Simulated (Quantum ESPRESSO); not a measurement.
# Band energies of TiO$_{2}$

```
TiO2
1.0
    4.81270     0.00000     0.00000
    0.00000     4.87188     0.00000
   -0.86289     0.00000     4.96659
O Ti
8 4
Cartesian
  1.30917   3.61674   4.80155
  2.64064   1.25514   0.16504
  2.20920   1.18080   2.64833
  1.74061   3.69108   2.31825
  0.00389   1.57376   1.74605
  3.94593   3.29812   3.22053
  4.37737   4.00970   0.73724
 -0.42756   0.86218   4.22935
  0.71987   2.17866   3.54192
  3.22995   2.69322   1.42467
  2.79850   4.61460   3.90796
  1.15131   0.25728   1.05863
```

PBEsol (pw.x of Quantum ESPRESSO, ONCV potentials, scalar-relativistic); path ΓYHCEM1AXH1,MDZ,YD; energies in eV from the valence-band maximum.

| k (1/Å) | point | band 44 | band 45 | band 46 | band 47 | band 48 | band 49 | band 50 | band 51 |
|---|---|---|---|---|---|---|---|---|---|
| 0.00 | Γ | -1.09 | -0.66 | -0.55 | 0.00 | 0.00 | 2.45 | 2.54 | 2.93 |
| 0.21 |  | -1.18 | -0.78 | -0.64 | -0.14 | -0.09 | 2.45 | 2.61 | 2.89 |
| 0.42 |  | -1.17 | -1.07 | -0.61 | -0.56 | -0.24 | 2.52 | 2.76 | 2.81 |
| 0.63 | Y | -1.29 | -1.08 | -1.08 | -0.41 | -0.41 | 2.66 | 2.66 | 2.86 |
| 1.20 | H | -1.22 | -1.12 | -0.86 | -0.77 | -0.42 | 2.37 | 2.38 | 3.17 |
| 1.20 | C | -1.36 | -1.09 | -1.09 | -0.63 | -0.63 | 2.36 | 2.36 | 3.29 |
| 1.41 |  | -1.45 | -1.13 | -1.13 | -0.67 | -0.67 | 2.38 | 2.38 | 3.21 |
| 1.84 | E | -1.42 | -1.19 | -1.19 | -0.92 | -0.92 | 2.55 | 2.55 | 2.91 |
| 1.84 | M1 | -1.50 | -1.19 | -1.19 | -0.85 | -0.85 | 2.56 | 2.56 | 2.89 |
| 2.02 |  | -1.52 | -1.23 | -1.23 | -0.82 | -0.82 | 2.63 | 2.63 | 2.89 |
| 2.37 | A | -1.67 | -0.97 | -0.97 | -0.74 | -0.74 | 2.71 | 2.71 | 2.96 |
| 2.58 |  | -1.19 | -1.01 | -0.87 | -0.80 | -0.60 | 2.65 | 2.67 | 2.91 |
| 2.80 |  | -0.98 | -0.84 | -0.76 | -0.69 | -0.24 | 2.40 | 2.75 | 2.86 |
| 3.01 | X | -0.88 | -0.84 | -0.73 | -0.50 | -0.06 | 2.28 | 2.87 | 2.87 |
| 3.19 |  | -1.05 | -0.93 | -0.90 | -0.52 | -0.03 | 2.30 | 2.67 | 2.91 |
| 3.36 |  | -1.38 | -1.14 | -0.91 | -0.62 | -0.14 | 2.33 | 2.48 | 3.02 |
| 3.54 | H1 | -1.22 | -1.12 | -0.86 | -0.77 | -0.42 | 2.37 | 2.38 | 3.17 |
| 3.54 | M | -1.50 | -1.19 | -1.19 | -0.85 | -0.85 | 2.56 | 2.56 | 2.89 |
| 3.73 |  | -1.49 | -1.17 | -1.17 | -0.75 | -0.75 | 2.54 | 2.54 | 2.93 |
| 3.91 |  | -1.36 | -1.08 | -1.08 | -0.79 | -0.79 | 2.59 | 2.59 | 2.90 |
| 4.10 | D | -1.15 | -1.11 | -1.11 | -0.84 | -0.84 | 2.69 | 2.69 | 2.81 |
| 4.42 |  | -1.37 | -1.01 | -1.01 | -0.55 | -0.55 | 2.80 | 2.80 | 2.97 |
| 4.58 |  | -1.33 | -0.96 | -0.96 | -0.42 | -0.42 | 2.83 | 2.83 | 3.12 |
| 4.73 | Z | -1.29 | -0.93 | -0.93 | -0.37 | -0.37 | 2.84 | 2.84 | 3.19 |
| 4.73 | Y | -1.29 | -1.08 | -1.08 | -0.41 | -0.41 | 2.66 | 2.66 | 2.86 |
| 4.86 |  | -1.28 | -1.09 | -1.09 | -0.45 | -0.45 | 2.67 | 2.67 | 2.85 |
| 4.99 |  | -1.22 | -1.11 | -1.11 | -0.56 | -0.56 | 2.69 | 2.69 | 2.83 |
| 5.12 |  | -1.18 | -1.08 | -1.08 | -0.70 | -0.70 | 2.71 | 2.71 | 2.81 |
| 5.38 | D | -1.15 | -1.11 | -1.11 | -0.84 | -0.84 | 2.69 | 2.69 | 2.81 |

The PBEsol gap is indirect, 2.28 eV, from Γ to X; the smallest direct gap is 2.33 eV.

Geometry of the Materials Project entry, not relaxed at this level.

This is not the ordinary phase of the substance.
